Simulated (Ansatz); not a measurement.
# Relaxing Ag

All numbers below come from DFT r2SCAN, scalar-relativistic, plane waves, PAW in Ansatz 0.2.0. (500 eV cutoff, 18×18×10 k-mesh, Gaussian smearing of 0.10 eV, no spin polarisation)

What was changed in Li: Li → Ag on all its sites, cell and atoms relaxed.

Command:

```bash
ansatz run input.yaml --threads 1 --pin off --max-ram 2560MiB --backend cpu --events-out ev --progress --plain --runs-dir out
```

Input:

```yaml
crystal:
  lattice:
    - [2.9431803835, 0.0, 0.0]
    - [-1.4715901917, 2.54886898, 0.0]
    - [0.0, 0.0, 4.6553916263]
  atoms:
    - { symbol: Ag, position: [0.3333333333, 0.6666666667, 0.25] }
    - { symbol: Ag, position: [0.6666666667, 0.3333333333, 0.75] }
basis:
  ecutwfc: 500
kpoints:
  mp_grid: { grid: [18, 18, 10] }
hamiltonian:
  xc: r2scan
scf:
  occupations: { method: gaussian, width: 0.1 }
output:
  forces: true
  stress: true
  eigenvalues: true
relax:
  adjacent_minimum: "off"
  f_tol: 0.01
  max_steps: 60
  cell: { stress_tol: 0.1 }
```

F is the free energy. Steps run on the plane waves of an earlier cell, but the last one, and at times one on the way, on a freshly chosen basis, so a repeated geometry can differ a little in energy.

Steps:

```csv
step,F − F(1) (eV),largest force component (eV/Å),V (Å³/atom),P (GPa)
1,0.0000,0.000,17.462,-0.62
2,-0.0065,0.000,17.200,0.81
3,-0.0070,0.000,17.385,-0.31
4,-0.0072,0.000,17.334,-0.01
5,-0.0071,0.000,17.334,-0.01
```

Relaxed structure:

```cif
data_structure
_symmetry_space_group_name_H-M 'P 1'
_symmetry_Int_Tables_number 1
_cell_length_a 2.9039
_cell_length_b 2.9039
_cell_length_c 4.7472
_cell_angle_alpha 90.000
_cell_angle_beta 90.000
_cell_angle_gamma 120.000
_cell_volume 34.67
loop_
_atom_site_label
_atom_site_type_symbol
_atom_site_fract_x
_atom_site_fract_y
_atom_site_fract_z
_atom_site_occupancy
Ag1 Ag 0.33333 0.66667 0.25000 1
Ag2 Ag 0.66667 0.33333 0.75000 1
```

The structure is hexagonal, space group P6_3/mmc (No. 194). The conventional cell has a = 2.904 Å, b = 2.904 Å, c = 4.747 Å, α = 90.00°, β = 90.00°, γ = 120.00°. Ag (site symmetry -6m2) has 12 Ag at 2.90 to 2.91 Å as nearest neighbours.

The run converged. The run took 94 s on 1 thread of Arm Neoverse V1 (shared host), peak memory 0.54 GiB.